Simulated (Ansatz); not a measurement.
Input:

Zr₃Ge:
```cif
data_Ge4Zr12
_chemical_formula_sum 'Ge4 Zr12'
_space_group_name_H-M_alt 'Fm-3m'
_space_group_IT_number 225
_space_group_name_Hall '-F 4 2 3'
_cell_length_a 6.88298
_cell_length_b 6.88298
_cell_length_c 6.88298
_cell_angle_alpha 90.000
_cell_angle_beta 90.000
_cell_angle_gamma 90.000
loop_
_atom_site_label
_atom_site_type_symbol
_atom_site_symmetry_multiplicity
_atom_site_Wyckoff_symbol
_atom_site_fract_x
_atom_site_fract_y
_atom_site_fract_z
_atom_site_occupancy
Ge1 Ge 4 a 0.00000 0.00000 0.00000 1
Zr1 Zr 4 b 0.50000 0.50000 0.50000 1
Zr2 Zr 8 c 0.25000 0.25000 0.25000 1
```
(The calculation used a cell of 4 atoms; values per cell refer to that cell.)

This is the PBE-relaxed structure.

### Question
All from plane-wave PAW PBE (Ansatz code), unless another level is named. Predict the electronic character.

### Answer
metallic (no gap).

### Question
Predict the density of states at the Fermi level.

### Answer
1.8 states/eV per atom (mean over ±0.08 eV).

### Question
And the formation energy from the elements (no fitted shifts)?

### Answer
-0.18 eV/atom.

A made-up cell: these elements were put on the sites of a structure type; neither database checked (COD, Materials Project) lists it. Its standing as an ambient phase is unchecked. The PBE relaxation kept the symmetry of its start; its stability against distortions is not shown here. The run is not spin-polarised. The references are the lowest solids computed at this level, not always the standard phases. Spin–orbit coupling is left out wherever it is not named.

Potentials: the later of the program's two PAW sets.
